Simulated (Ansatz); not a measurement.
## Zn$_{3}$Cd$_{2}$S$_{5}$ (I-4m2) at 2 levels of theory

One geometry, relaxed with PBE; plane waves with PAW potentials in Ansatz, scalar-relativistic. No spin polarisation. Gaps are the least over mesh and band path; pressure is positive in compression.

```yaml
crystal:
  lattice:
    - [-1.98111, 1.98111, 14.24050]
    - [1.98111, -1.98111, 14.24050]
    - [1.98111, 1.98111, -14.24050]
  atoms:
    - { symbol: Zn, position: [0.90766, 0.90766, 0.00000] }
    - { symbol: Zn, position: [0.50000, 0.50000, 0.00000] }
    - { symbol: Zn, position: [0.09234, 0.09234, 0.00000] }
    - { symbol: Cd, position: [0.69422, 0.69422, 0.00000] }
    - { symbol: Cd, position: [0.30578, 0.30578, 0.00000] }
    - { symbol: S, position: [0.54615, 0.04615, 0.50000] }
    - { symbol: S, position: [0.13815, 0.63815, 0.50000] }
    - { symbol: S, position: [0.75000, 0.25000, 0.50000] }
    - { symbol: S, position: [0.36185, 0.86185, 0.50000] }
    - { symbol: S, position: [0.95385, 0.45385, 0.50000] }
```

```tsv
level	cutoff (eV)	k mesh	gap (eV)	pressure (GPa)
PBE	420	10×10×10	1.45	0.0
```

Question: What comes out on the same cell with LDA?

Answer:
```json
{"level": "LDA", "cutoff (eV)": "420", "k mesh": "10×10×10", "gap (eV)": "1.19", "pressure (GPa)": "-5.5"}
```

The structure comes from a generated guess; another structure or a mixture of phases may lie lower.
